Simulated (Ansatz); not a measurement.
SrO:
```cif
data_O2Sr2
_chemical_formula_sum 'Sr2 O2'
_space_group_name_H-M_alt 'P 1'
_space_group_IT_number 1
_cell_length_a 4.26269
_cell_length_b 4.26269
_cell_length_c 5.13832
_cell_angle_alpha 90.000
_cell_angle_beta 90.000
_cell_angle_gamma 120.000
loop_
_space_group_symop_operation_xyz
  'x, y, z'
loop_
_atom_site_label
_atom_site_type_symbol
_atom_site_fract_x
_atom_site_fract_y
_atom_site_fract_z
_atom_site_occupancy
Sr1 Sr 0.33333 0.66667 0.75000 1
Sr2 Sr 0.66667 0.33333 0.25000 1
O1 O 0.33333 0.66667 0.25000 1
O2 O 0.66667 0.33333 0.75000 1
```

This is the HSE06-relaxed structure.

**Question.** All from the program Ansatz at the HSE06 level (PAW), unless another level is named. Predict the band gap.

**Answer.** 4.02 eV (direct).

**Question.** Next, the valence-band maximum?

**Answer.** at Γ.

Space group P6_3/mmc. The workflow started from a Materials Project entry (that database holds measured and hypothetical structures alike); the Crystallography Open Database copy checked does not list it. It is not the phase usual at ambient conditions (space group No. 225). The HSE06 relaxation kept the symmetry of its start; its stability against distortions is not shown here. The hybrid was solved on a coarse mesh, the path and, where they were found, the r²SCAN edge points; its band edges are the extreme levels among these. Spin–orbit coupling is left out wherever it is not named.

Potentials: the later of the program's two PAW sets.
